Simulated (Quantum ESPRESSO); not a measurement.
# Si2BPC4: one run as intended and one with a planted mistake

Computed values, not a measurement. The program is pw.x of Quantum ESPRESSO 7.5 (plane-wave density functional theory). The cell is made up: 8 atoms on a zincblende/diamond lattice, with randomly drawn elements, strain and displacements, not relaxed. PseudoDojo standard norm-conserving files (v0.5 for PBE, v0.4.1 for LDA and PBEsol) set the functional; there is no spin polarisation, spin-orbit coupling or dispersion term, and the masses in the input are unused placeholders.

Intended input:

```
&control calculation='scf', pseudo_dir='./dojo.nc.sr.pbe.v0_5.standard.upf', outdir='./o', disk_io='medium', tprnfor=.true., tstress=.true. /
&system ibrav=0, nat=8, ntyp=4, nbnd=22, ecutwfc=82.02448710, nosym=.true., tot_charge=0,
 occupations='smearing', smearing='fd', degauss=0.0018374661
/
&electrons conv_thr=7.350e-09, electron_maxstep=60, /
ATOMIC_SPECIES
B 1.0 B.upf
C 1.0 C.upf
P 1.0 P.upf
Si 1.0 Si.upf
CELL_PARAMETERS angstrom
4.4178 0.0 0.0
0.0 4.4178 0.0
0.0 0.0 4.4178
ATOMIC_POSITIONS angstrom
Si 0.1135 0.0023 -0.0047
B -0.0488 2.159 2.144
P 2.235 -0.0278 2.1958
Si 2.2375 2.1668 -0.1166
C 1.0933 1.146 1.1086
C 1.0974 3.2995 3.2731
C 3.3499 1.0646 3.2965
C 3.2647 3.3399 1.0997
K_POINTS automatic
4 4 4 1 1 1
```

The log is shortened where brackets say so; the opening notice, blank lines, dates and the lines on written files are dropped, and the path of the files is cut. It prints rydbergs, bohrs and kilobars, and counts compression as positive stress.

Log of the intended run:

```
     Program PWSCF v.7.5
     Parallel version (MPI & OpenMP), running on       1 processor cores
     Number of MPI processes:                 1
     Threads/MPI process:                     1
     [start-up lines left out]
     bravais-lattice index     =            0
     lattice parameter (alat)  =       8.3484  a.u.
     unit-cell volume          =     581.8550 (a.u.)^3
     number of atoms/cell      =            8
     number of atomic types    =            4
     number of electrons       =        32.00
     number of Kohn-Sham states=           22
     kinetic-energy cutoff     =      82.0245  Ry
     charge density cutoff     =     328.0979  Ry
     scf convergence threshold =      7.3E-09
     mixing beta               =       0.7000
     number of iterations used =            8  plain     mixing
     Exchange-correlation= PBE
                           (   1   4   3   4   0   0   0)
     [axes and pseudopotential details left out]
   Cartesian axes
     site n.     atom                  positions (alat units)
         1        Si     tau(   1) = (   0.0256915   0.0005206  -0.0010639  )
         2        B      tau(   2) = (  -0.0110462   0.4887048   0.4853094  )
         3        P      tau(   3) = (   0.5059079  -0.0062927   0.4970347  )
         4        Si     tau(   4) = (   0.5064738   0.4904704  -0.0263932  )
         5        C      tau(   5) = (   0.2474761   0.2594051   0.2509394  )
         6        C      tau(   6) = (   0.2484042   0.7468650   0.7408891  )
         7        C      tau(   7) = (   0.7582733   0.2409797   0.7461859  )
         8        C      tau(   8) = (   0.7389877   0.7560098   0.2489248  )
     number of k points=    32  Fermi-Dirac smearing, width (Ry)=  0.0018
                       cart. coord. in units 2pi/alat
        k(    1) = (   0.1250000   0.1250000   0.1250000), wk =   0.0625000
        k(    2) = (   0.1250000   0.1250000   0.3750000), wk =   0.0625000
     [further k points left out]
     Dense  grid:    58269 G-vectors     FFT dimensions: (  50,  50,  50)
     Estimated max dynamical RAM per process >      66.80 MB
     Initial potential from superposition of free atoms
     starting charge      31.9982, renormalised to      32.0000
     Starting wfcs are   32 randomized atomic wfcs
     total cpu time spent up to now is        4.9 secs
     per-process dynamical memory:    51.2 Mb
     Self-consistent Calculation
     iteration #  1     ecut=    82.02 Ry     beta= 0.70
     Davidson diagonalization with overlap
     ethr =  1.00E-02,  avg # of iterations =  3.0
     total cpu time spent up to now is       15.6 secs
     total energy              =     -84.29711656 Ry
     estimated scf accuracy    <       1.23462101 Ry
     iteration #  2     ecut=    82.02 Ry     beta= 0.70
     Davidson diagonalization with overlap
     ethr =  3.86E-03,  avg # of iterations =  2.0
     total cpu time spent up to now is       24.2 secs
     total energy              =     -84.66530995 Ry
     estimated scf accuracy    <       0.57794025 Ry
     [iterations 3 to 10 left out]
     iteration # 11     ecut=    82.02 Ry     beta= 0.70
     Davidson diagonalization with overlap
     ethr =  1.49E-10,  avg # of iterations =  2.0
     total cpu time spent up to now is      113.1 secs
     total energy              =     -84.75643094 Ry
     estimated scf accuracy    <          1.0E-08 Ry
     iteration # 12     ecut=    82.02 Ry     beta= 0.70
     Davidson diagonalization with overlap
     ethr =  3.11E-11,  avg # of iterations =  2.2
     total cpu time spent up to now is      120.7 secs
     End of self-consistent calculation
     [lines on levels left out]
!    total energy              =     -84.75643094 Ry
     estimated scf accuracy    <          3.8E-10 Ry
     smearing contrib. (-TS)   =      -0.00000000 Ry
     internal energy E=F+TS    =     -84.75643094 Ry
     The total energy is F=E-TS. E is the sum of the following terms:
     one-electron contribution =      18.58174383 Ry
     hartree contribution      =       9.36321527 Ry
     xc contribution           =     -29.61408210 Ry
     ewald contribution        =     -83.08730793 Ry
     convergence has been achieved in  12 iterations
     Forces acting on atoms (cartesian axes, Ry/au):
     atom    1 type  4   force =    -0.08036954   -0.01683303    0.01008087
     atom    2 type  1   force =     0.01462336    0.01848504    0.01091788
     atom    3 type  3   force =    -0.01905016    0.01260172   -0.00615898
     atom    4 type  4   force =    -0.01656529    0.04054763    0.07089599
     atom    5 type  2   force =     0.00536045    0.00721615    0.04112170
     atom    6 type  2   force =     0.00468786   -0.02708918   -0.05974661
     atom    7 type  2   force =     0.02868903    0.01512765   -0.07548145
     atom    8 type  2   force =     0.06262428   -0.05005599    0.00837061
     Total force =     0.185385     Total SCF correction =     0.000012
     Computing stress (Cartesian axis) and pressure
          total   stress  (Ry/bohr**3)                   (kbar)     P=     -234.06
  -0.00161096  -0.00001940   0.00004639         -236.98       -2.85        6.82
  -0.00001940  -0.00156269   0.00011831           -2.85     -229.88       17.40
   0.00004639   0.00011831  -0.00159972            6.82       17.40     -235.33
     init_run     :      4.28s CPU      4.78s WALL (       1 calls)
     electrons    :    103.95s CPU    115.84s WALL (       1 calls)
     forces       :      1.64s CPU      1.68s WALL (       1 calls)
     stress       :      6.67s CPU      6.73s WALL (       1 calls)
     [timing details left out]
     PWSCF        :   1m56.74s CPU   2m 9.34s WALL
     JOB DONE.
```

A second run has one planted mistake: the k-point mesh is too coarse. The input lines that differ, file-writing options aside:

```
- 4 4 4 1 1 1
+ 1 1 1 1 1 1
```

Its log:

```
     Program PWSCF v.7.5
     Parallel version (MPI & OpenMP), running on       1 processor cores
     Number of MPI processes:                 1
     Threads/MPI process:                     1
     [start-up lines left out]
     bravais-lattice index     =            0
     lattice parameter (alat)  =       8.3484  a.u.
     unit-cell volume          =     581.8550 (a.u.)^3
     number of atoms/cell      =            8
     number of atomic types    =            4
     number of electrons       =        32.00
     number of Kohn-Sham states=           22
     kinetic-energy cutoff     =      82.0245  Ry
     charge density cutoff     =     328.0979  Ry
     scf convergence threshold =      7.3E-09
     mixing beta               =       0.7000
     number of iterations used =            8  plain     mixing
     Exchange-correlation= PBE
                           (   1   4   3   4   0   0   0)
     [axes and pseudopotential details left out]
   Cartesian axes
     site n.     atom                  positions (alat units)
         1        Si     tau(   1) = (   0.0256915   0.0005206  -0.0010639  )
         2        B      tau(   2) = (  -0.0110462   0.4887048   0.4853094  )
         3        P      tau(   3) = (   0.5059079  -0.0062927   0.4970347  )
         4        Si     tau(   4) = (   0.5064738   0.4904704  -0.0263932  )
         5        C      tau(   5) = (   0.2474761   0.2594051   0.2509394  )
         6        C      tau(   6) = (   0.2484042   0.7468650   0.7408891  )
         7        C      tau(   7) = (   0.7582733   0.2409797   0.7461859  )
         8        C      tau(   8) = (   0.7389877   0.7560098   0.2489248  )
     number of k points=     1  Fermi-Dirac smearing, width (Ry)=  0.0018
                       cart. coord. in units 2pi/alat
        k(    1) = (  -0.5000000  -0.5000000  -0.5000000), wk =   2.0000000
     Dense  grid:    58269 G-vectors     FFT dimensions: (  50,  50,  50)
     Estimated max dynamical RAM per process >      66.80 MB
     Initial potential from superposition of free atoms
     starting charge      31.9982, renormalised to      32.0000
     Starting wfcs are   32 randomized atomic wfcs
     total cpu time spent up to now is        1.4 secs
     per-process dynamical memory:    45.0 Mb
     Self-consistent Calculation
     iteration #  1     ecut=    82.02 Ry     beta= 0.70
     Davidson diagonalization with overlap
     ethr =  1.00E-02,  avg # of iterations =  3.0
     total cpu time spent up to now is        1.9 secs
     total energy              =     -83.41375795 Ry
     estimated scf accuracy    <       1.83644400 Ry
     iteration #  2     ecut=    82.02 Ry     beta= 0.70
     Davidson diagonalization with overlap
     ethr =  5.74E-03,  avg # of iterations =  2.0
     total cpu time spent up to now is        2.3 secs
     total energy              =     -83.94025913 Ry
     estimated scf accuracy    <       0.89633946 Ry
     [iterations 3 to 10 left out]
     iteration # 11     ecut=    82.02 Ry     beta= 0.70
     Davidson diagonalization with overlap
     ethr =  9.48E-10,  avg # of iterations =  2.0
     total cpu time spent up to now is        5.5 secs
     total energy              =     -84.08479776 Ry
     estimated scf accuracy    <       0.00000007 Ry
     iteration # 12     ecut=    82.02 Ry     beta= 0.70
     Davidson diagonalization with overlap
     ethr =  2.24E-10,  avg # of iterations =  4.0
     total cpu time spent up to now is        5.8 secs
     End of self-consistent calculation
     [lines on levels left out]
!    total energy              =     -84.08479777 Ry
     estimated scf accuracy    <          3.0E-09 Ry
     smearing contrib. (-TS)   =       0.00000000 Ry
     internal energy E=F+TS    =     -84.08479777 Ry
     The total energy is F=E-TS. E is the sum of the following terms:
     one-electron contribution =      18.72310493 Ry
     hartree contribution      =      10.19138739 Ry
     xc contribution           =     -29.91198216 Ry
     ewald contribution        =     -83.08730793 Ry
     convergence has been achieved in  12 iterations
     Forces acting on atoms (cartesian axes, Ry/au):
     atom    1 type  4   force =    -0.09189553   -0.01214140    0.01343707
     atom    2 type  1   force =     0.01233073    0.02390263    0.01712653
     atom    3 type  3   force =    -0.01732013    0.00971504   -0.00535523
     atom    4 type  4   force =    -0.02060525    0.05314631    0.07989053
     atom    5 type  2   force =     0.01982313   -0.02754103    0.02441006
     atom    6 type  2   force =     0.03865316   -0.00917850   -0.05375909
     atom    7 type  2   force =     0.00729599    0.00040276   -0.08218074
     atom    8 type  2   force =     0.05171790   -0.03830583    0.00643087
     Total force =     0.192484     Total SCF correction =     0.000054
     Computing stress (Cartesian axis) and pressure
          total   stress  (Ry/bohr**3)                   (kbar)     P=     -185.47
  -0.00129272  -0.00002533   0.00001568         -190.17       -3.73        2.31
  -0.00002533  -0.00124492   0.00007654           -3.73     -183.13       11.26
   0.00001568   0.00007654  -0.00124467            2.31       11.26     -183.10
     init_run     :      1.22s CPU      1.27s WALL (       1 calls)
     electrons    :      3.89s CPU      4.37s WALL (       1 calls)
     forces       :      0.14s CPU      0.15s WALL (       1 calls)
     stress       :      0.37s CPU      0.40s WALL (       1 calls)
     [timing details left out]
     PWSCF        :      5.76s CPU      6.38s WALL
     JOB DONE.
```

|  | intended run | run with the mistake |
| --- | --- | --- |
| free energy (eV) | -1153.170 | -1144.032 |
| smearing term -TS (eV) | 0.0000 | 0.0000 |
| pressure (GPa) | -23.41 | -18.55 |
| largest force component (eV/Å) | 2.066 | 2.363 |
| largest change of a force component (eV/Å) |  | 0.894 |
| iterations | 12 | 12 |

For scale, a rerun of the intended cell at 1347 eV and a 6 x 6 x 6 mesh moved values by no more than 0.006 eV in energy, 0.07 GPa in stress and 0.002 eV/Å in force.